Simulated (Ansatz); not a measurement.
BaNbNO2 in space group P4/mmm (No. 123; Ba on 1a, Nb on 1d, N on 1c, O on 2e) under volume change, LDA in the plane-wave PAW code Ansatz, shape and atoms relaxed at each volume.

```json
[
 {"V (Å³/atom)": "12.152", "E − E(relaxed) (meV/atom)": "81.7", "P (GPa)": "23.66"},
 {"V (Å³/atom)": "12.553", "E − E(relaxed) (meV/atom)": "34.3", "P (GPa)": "14.48"},
 {"V (Å³/atom)": "12.954", "E − E(relaxed) (meV/atom)": "8.1", "P (GPa)": "6.66"},
 {"V (Å³/atom)": "13.354", "E − E(relaxed) (meV/atom)": "0.0", "P (GPa)": "0.00"},
 {"V (Å³/atom)": "13.755", "E − E(relaxed) (meV/atom)": "7.3", "P (GPa)": "-5.65"},
 {"V (Å³/atom)": "14.155", "E − E(relaxed) (meV/atom)": "___", "P (GPa)": "___"},
 {"V (Å³/atom)": "14.556", "E − E(relaxed) (meV/atom)": "___", "P (GPa)": "___"}
]
```

Task: Some entries are withheld; supply them.

Result: 
- 14.155, E − E(relaxed) (meV/atom): 27.6
- 14.155, P (GPa): -10.45
- 14.556, E − E(relaxed) (meV/atom): 58.9
- 14.556, P (GPa): -14.50

Task: What does a third-order Birch–Murnaghan fit give for V₀, B₀ and B′?

Result: V₀ = 13.35 Å³/atom, B₀ = 204 GPa, B′ = 4.4.

The first step of the workflow began from a Materials Project structure, measured or hypothetical; the Crystallography Open Database copy checked does not list it. With N and O taken as one species the cell has the higher symmetry Pm-3m, so it may be an ordered model of a mixed-site phase. Its standing as an ambient phase is unchecked. The cell was relaxed with LDA under the symmetry of its start. At this level the phase is dynamically unstable (imaginary phonons). The run is not spin-polarised. Scalar-relativistic: spin–orbit coupling is off unless named, which matters more the heavier the elements.

Potentials: the later of the program's two PAW sets.
